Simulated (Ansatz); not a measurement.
The relaxed structure here is a generated cell of TePb: the first start was made by placing the elements on the sites of a structure type, and the end was not matched to a known phase here, so it may be hypothetical. Known forms of TePb include space group No. 225.

A relaxed structure of TePb. Method: PBEsol (plane waves to 420 eV, PAW, scalar-relativistic; Ansatz, an electronic-structure program).

```
CELL_PARAMETERS angstrom
     -2.28885     2.28885    12.48619
      2.28885    -2.28885    12.48619
      2.28885     2.28885   -12.48619
ATOMIC_POSITIONS crystal
  Te 0.31049 0.31049 0.00000
  Te 0.43951 0.93951 0.50000
  Te 0.68951 0.68951 0.00000
  Te 0.06049 0.56049 0.50000
  Pb 0.19004 0.19004 0.00000
  Pb 0.55996 0.05996 0.50000
  Pb 0.80996 0.80996 0.00000
  Pb 0.94004 0.44004 0.50000
```

**Question.** Find the space group and the Wyckoff positions (tolerance 0.01 Å).

**Answer.** Space group I4₁/amd, origin choice 1 (No. 141); a = b = 4.5777 Å, c = 24.9724 Å, α = β = γ = 90.00°

| atom | site | symmetry | x | y | z |
|---|---|---|---|---|---|
| Te | 8e | 2mm. | 0.0000 | 0.0000 | 0.3105 |
| Pb | 8e | 2mm. | 0.0000 | 0.0000 | 0.1900 |

**Question.** Give the shortest distances between elements (the closest pairs, up to four, under 3.6 Å).

**Answer.** Pb–Te 3.01 Å.

```json
{
 "volume_per_atom": "32.71 Å³",
 "density": "8.50 g/cm³",
 "band_gap": "0.57 eV, indirect (valence top at 17 % of the way from S0 to Γ, conduction bottom at k = (0.1, -0.1, 0.2)) (no spin-orbit coupling)",
 "smallest_direct_gap": "0.67 eV at k = (0.2, -0.2, 0.2)"
}
```

No spin polarisation in the result. Without spin-orbit coupling the bands of the heavy element are not split, so the gap can be far off.

The run could not lose the symmetry of its start, so the end can be a saddle point.
